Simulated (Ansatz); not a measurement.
Below is a relaxed structure of Mg₅Se. The cell was found from a structure generator's guess, not taken from experiment.

Method: Ansatz 0.2.0, DFT PBE, scalar-relativistic, plane waves, PAW. Cutoff 420 eV, Γ-centred mesh, Gaussian smearing, no spin polarisation.

```
Mg Se
1.0
    -4.56722    4.56722    2.42149
     4.56722   -4.56722    2.42149
     4.56722    4.56722   -2.42149
Mg Se
5 1
Cartesian
  3.0257 0.0000 2.4215
  1.5416 4.5672 0.0000
  0.0000 3.0257 2.4215
  4.5672 1.5416 0.0000
  0.0000 0.0000 2.4215
  0.0000 0.0000 0.0000
```

The zero of energy is the elements' standard structures at the same level; no fitted shifts are applied.

Problem. Find its symmetry and describe it.

Solution. I4/mmm (No. 139). Conventional cell: a = 9.134 Å, c = 4.843 Å. Mg on a site of symmetry m2m is surrounded by 6 Mg at 3.03–3.26 Å; Mg on a site of symmetry 4/mmm has 2 Se at 2.42 Å and 4 Mg at 3.03 Å; Se has 2 Mg at 2.42 Å.

Problem. What is its formation energy per atom?

Solution. +0.30 eV/atom. It can't be a ground state, since the elements alone are lower.

Problem. Is it a metal?

Solution. Yes, bands cross the Fermi level on the 10×10×10 mesh.

The last run used a 10×10×10 mesh for its 6-atom cell and Gaussian smearing of 0.10 eV. The reference form of Se is held partly by dispersion forces, which this level lacks. Symmetry constrained the relaxation, so the result can be a saddle point. Another cell of Mg5Se relaxed alike, in Cmmm, lies 0.35 eV/atom lower, so this cell isn't the stable form at this level.
